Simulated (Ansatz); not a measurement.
Starting cell, SiO2 (rutile):

```yaml
crystal:
  lattice:
    - [4.23588, 0.00000, 0.00000]
    - [0.00000, 4.23588, 0.00000]
    - [0.00000, 0.00000, 2.68991]
  atoms:
    - { symbol: Si, position: [0.50000, 0.50000, 0.50000] }
    - { symbol: Si, position: [0.00000, 0.00000, 0.00000] }
    - { symbol: O, position: [0.80699, 0.80699, 0.50000] }
    - { symbol: O, position: [0.30699, 0.69301, 0.00000] }
    - { symbol: O, position: [0.69301, 0.30699, 0.00000] }
    - { symbol: O, position: [0.19301, 0.19301, 0.50000] }
```

In each cell atom 5 (O, nearest neighbour Si at 1.774 Å; its periodic images, 2.7 Å or more away, move with it) moves by s·(0.707, 0.707, 0.000) (along Cartesian [110]), the rest being held.

Level of theory: PBE (plane waves to 420 eV, PAW, scalar-relativistic; Ansatz, a program for electronic structure). k mesh 6×6×10 (Γ-centred), Fermi-Dirac smearing 0.05 eV. E stands for the smeared free energy. SiO2 was relaxed with its symmetry unable to fall. The PAW data are Ansatz's earlier set. ΔE is measured from the undisplaced structure.

```tsv
s (Å)	ΔE (meV/cell)
-0.180	withheld
-0.144	116.6
-0.108	65.5
-0.072	29.1
-0.036	7.3
0.000	0.0
0.036	7.3
0.072	29.1
0.108	65.5
0.144	116.6
0.180	withheld
```

Task: Fit an even polynomial form (powers 2, 4) to the given rows and predict ΔE at s = -0.180.

Result: Least squares on the 9 given rows: ΔE = (5609)·s² + (692.9)·s⁴, in meV/cell with s in Å; root-mean-square residual 0.02 meV/cell. At -0.180 the fit gives 182.5 meV/cell; the calculation gives 182.7 meV/cell, so the extrapolation is off by -0.2 (-0.1 %). The quadratic term alone would give 181.7 meV/cell.

(For displaced atoms, the force is minus the slope of the energy, and its curvature is a force constant, which sets phonon frequencies.)
